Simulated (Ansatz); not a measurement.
Input file for Ansatz (a first-principles code):

Ansatz 0.2 input:
```yaml
crystal:
  lattice:
    - [2.7454367326, 0.0, 0.0]
    - [0.0, 2.7454367326, 0.0]
    - [0.0, 0.0, 3.8065758587]
  atoms:
    - { symbol: Ru, position: [0.0, 0.0, 0.0] }
    - { symbol: Mo, position: [0.5, 0.5, 0.5] }
kpoints:
  mp_grid: { grid: [21, 21, 16] }
hamiltonian:
  xc: pbesol
  pseudopotentials: { azcp: { folder: ./paw }, kind: paw }
scf:
  occupations: { method: fermi_dirac, width: 0.1 }
elastic: { mode: relaxed_ion, stencil: two_point, amplitude: 0.005, f_tol: 0.0005 }
```

Output (shortened):

```
Pseudopotential: Ru, paw, valence charge 16
Pseudopotential: Mo, paw, valence charge 14
Functional definition: PBEsol
Crystal: 2 atoms, lattice volume = 28.692 Å³
Basis set: ecut = 420 eV, 569 PW (Γ), exchange–correlation on 40×40×54 points (8 copies of the dense FFT grid, shifted against one another)
Bands: 19, of which v1, the nominal top of the filled ones, is band 15 counted from 1 (14 counted from 0)
Symmetry: 16 space group operations
Space group: P4/mmm (ITA 123), of the structure as read, at distance tolerance 3.1e-5 Å
k-points: 594 of 7056
SCF 1 converged in 11 iterations: F = -10713.954759 eV  dr2 = 1.87e-16
Crystal: 2 atoms, lattice volume = 28.548 Å³
Symmetry: 8 space group operations
k-points: 1089 of 7056
SCF 2 converged in 9 iterations: F = -10713.953543 eV  dr2 = 6.17e-15
Crystal: 2 atoms, lattice volume = 28.835 Å³
SCF 3 converged in 6 iterations: F = -10713.953594 eV  dr2 = 2.77e-14
Crystal: 2 atoms, lattice volume = 28.548 Å³
Basis set: ecut = 420 eV, 561 PW (Γ), exchange–correlation on 40×40×54 points (8 copies of the dense FFT grid, shifted against one another)
SCF 4 converged in 8 iterations: F = -10713.953474 eV  dr2 = 2.53e-14
Crystal: 2 atoms, lattice volume = 28.835 Å³
SCF 5 converged in 6 iterations: F = -10713.954071 eV  dr2 = 1.50e-14
Crystal: 2 atoms, lattice volume = 28.692 Å³
Basis set: ecut = 420 eV, 565 PW (Γ), exchange–correlation on 40×40×54 points (8 copies of the dense FFT grid, shifted against one another)
Symmetry: 4 space group operations
k-points: 1859 of 7056
SCF 6 converged in 7 iterations: F = -10713.954387 eV  dr2 = 3.65e-14
Crystal: 2 atoms, lattice volume = 28.692 Å³
SCF 7 converged in 6 iterations: F = -10713.954387 eV  dr2 = 2.75e-14
Crystal: 2 atoms, lattice volume = 28.692 Å³
SCF 8 converged in 7 iterations: F = -10713.954574 eV  dr2 = 9.46e-15
Crystal: 2 atoms, lattice volume = 28.692 Å³
SCF 9 converged in 6 iterations: F = -10713.954574 eV  dr2 = 2.96e-14
SCF converged after 11 iterations
Free energy (F): -10713.954759 eV
Harris-Foulkes:  -10713.954759 eV  (|F-HF|=3.64e-12)
Internal energy: -10713.887560 eV  (E = F + TS)
E sigma→0 (E₀):  -10713.921159 eV
Entropy (-TS):   -0.067199 eV (-33.599 meV/atom)
Fermi energy:    22.140099 eV
--- Per-component energies (eV) ---
  E_band       = -104.650529
  E_kinetic    = 884.026312
  E_local      = -2057.231687  (includes V_loc(G=0)·N_el)
  E_nonlocal   = 565.140260
  E_hartree    = 693.036651
  E_xc         = -344.993738
  E_vxc        = -434.649899  (∫ρ·V_xc dr)
  E_paw        = -6594.578776  (= ΣΔE_a)
  E_vpaw       = -448.009473  (= ΣTr[D̂ρ^β])
  E_aug_tail   = 0.000655  (compensation charges beyond the density's cutoff)
  E_ewald      = -3859.749835
  E_core_change = 0.462597  (= ΣΔE_core)
  E_smearing   = -0.067199  (= −TS)
  E_closure    = 0.000000  (closes the sum)
  Σ components = -10713.954759   (vs F -10713.954759, Δ=0.00e0)
--- Forces (eV/Å), atoms counted from 1 ---
  atom   1  Ru     0.00000000     0.00000000     0.00000000
  atom   2  Mo     0.00000000     0.00000000     0.00000000
  max |Σ_I F_I| component: 0.0 eV/Å
--- Stress (GPa, compression-positive) ---
        0.007642       0.000000       0.000000
        0.000000       0.007642       0.000000
        0.000000       0.000000       0.324641
  P = ⅓ Tr σ = 0.1133 GPa (1.133 kbar)
--- Band table (eV; the first three rows and the last of 594) ---
  k-point 0: bands = ["-50.2836", "-38.6639", "-20.3668", "-20.0697", "-20.0697", "-12.7464", "-12.2664", "-12.2664", "14.7337", "16.2505", "16.8431", "20.2581", "20.2581", "20.6663", "22.5485", "23.2533", "25.6726", "25.9888", "25.9888"]
  k-point 1: bands = ["-50.2835", "-38.6640", "-20.3656", "-20.0695", "-20.0695", "-12.7504", "-12.2668", "-12.2668", "14.7921", "16.2870", "16.8692", "20.2884", "20.2884", "20.6145", "22.5598", "23.1952", "25.6541", "25.8873", "25.8873"]
  k-point 2: bands = ["-50.2834", "-38.6645", "-20.3623", "-20.0690", "-20.0690", "-12.7616", "-12.2682", "-12.2682", "14.9649", "16.3937", "16.9471", "20.3785", "20.3785", "20.4649", "22.5927", "23.0244", "25.6010", "25.6047", "25.6047"]
  k-point 593: bands = ["-50.1914", "-38.4529", "-20.4708", "-20.4704", "-20.2486", "-13.0812", "-13.0809", "-12.6369", "17.8506", "17.9934", "19.1923", "19.2031", "19.7023", "19.7243", "21.7343", "23.6286", "24.3207", "27.0257", "32.5381"]
--- Elastic constants: 4 strain directions × 2 members + reference (group order 16) ---
  dense FFT box of the reference and of every strained cell: 20×20×27
  strains applied: 11, 33, 23, 12; error gains …
  C = ∂σ_k/∂η_j (tension-positive GPa; Voigt order 11 22 33 23 13 12):
       531.485    127.527    243.991      0.000      0.000      0.000
       127.527    531.485    243.991      0.000      0.000      0.000
       244.280    244.280    440.438      0.000      0.000      0.000
         0.000      0.000      0.000    166.163      0.000      0.000
         0.000      0.000      0.000      0.000    166.163      0.000
         0.000      0.000      0.000      0.000      0.000     82.347
  reference stress σ⁰ (GPa):     -0.008     -0.008     -0.325      0.000      0.000      0.000
  moduli (Voigt/Reuss/Hill, GPa): K = 303.89/303.63/303.76   G = 142.11/125.66/133.88   E = 350.20   ν = 0.308
  mechanically stable: yes (min eigenvalue of sym C = 82.35 GPa)
  strain η (Voigt 11):  stress-route row diagonal C_11 = 531.49 GPa, energy-path curvature d²(F+E_count+ΔE)/dδ²/Ω₀ = 531.42 GPa
         δ    σ_11 (GPa)             F (eV)   n_scf  n_hpsi   n_pw
    -5.000e-3      -2.7229      -10713.9535432       9  385000    588   relax 0 steps, max|allowed force component| 0.0 eV/Å
     5.000e-3       2.5920      -10713.9535941       6  302072    592   relax 0 steps, max|allowed force component| 0.0 eV/Å
  strain η (Voigt 33):  stress-route row diagonal C_33 = 440.44 GPa, energy-path curvature d²(F+E_count+ΔE)/dδ²/Ω₀ = 440.49 GPa
         δ    σ_33 (GPa)             F (eV)   n_scf  n_hpsi   n_pw
    -5.000e-3      -2.5524      -10713.9534739       8  194627    588   relax 0 steps, max|allowed force component| 0.0 eV/Å
     5.000e-3       1.8520      -10713.9540709       6  166644    592   relax 0 steps, max|allowed force component| 0.0 eV/Å
  strain η (Voigt 23):  stress-route row diagonal C_44 = 166.16 GPa, energy-path curvature d²(F+E_count+ΔE)/dδ²/Ω₀ = 166.25 GPa
         δ    σ_23 (GPa)             F (eV)   n_scf  n_hpsi   n_pw
    -5.000e-3      -0.8308      -10713.9543865       7  600739    592   relax 0 steps, max|allowed force component| 0.0 eV/Å
     5.000e-3       0.8308      -10713.9543865       6  500090    592   relax 0 steps, max|allowed force component| 0.0 eV/Å
  strain η (Voigt 12):  stress-route row diagonal C_66 = 82.35 GPa, energy-path curvature d²(F+E_count+ΔE)/dδ²/Ω₀ = 82.36 GPa
         δ    σ_12 (GPa)             F (eV)   n_scf  n_hpsi   n_pw
    -5.000e-3      -0.4117      -10713.9545742       7  334465    588   relax 0 steps, max|allowed force component| 0.0 eV/Å
     5.000e-3       0.4117      -10713.9545742       6  290991    588   relax 0 steps, max|allowed force component| 0.0 eV/Å
```

Cost: roughly 3 core-minutes on shared cores.

The start of the workflow was typed in or built on a structure type; neither database checked (COD, Materials Project) lists it. Its standing as an ambient phase is unchecked. The PBEsol relaxation kept the symmetry of its start; whether a distortion lowers the energy is not shown. The run is not spin-polarised. As this level gives no gap, shear constants depend on the k-mesh and smearing (Fermi–Dirac, 0.1 eV here). Axis ratios of metals converge slowly with the k-mesh, so a and c are less sure than the volume. On the denser mesh and wider smearing of the elastic run this cell carries a stress of 0.3 GPa. Scalar-relativistic: spin–orbit coupling is off unless named, which matters more the heavier the elements.

Potentials: the earlier of the program's two PAW sets. The files were generated under PBE; for other functionals the program regenerates the frozen cores, and for LDA and PBEsol the local potential too.

Ansatz is a plane-wave DFT program.
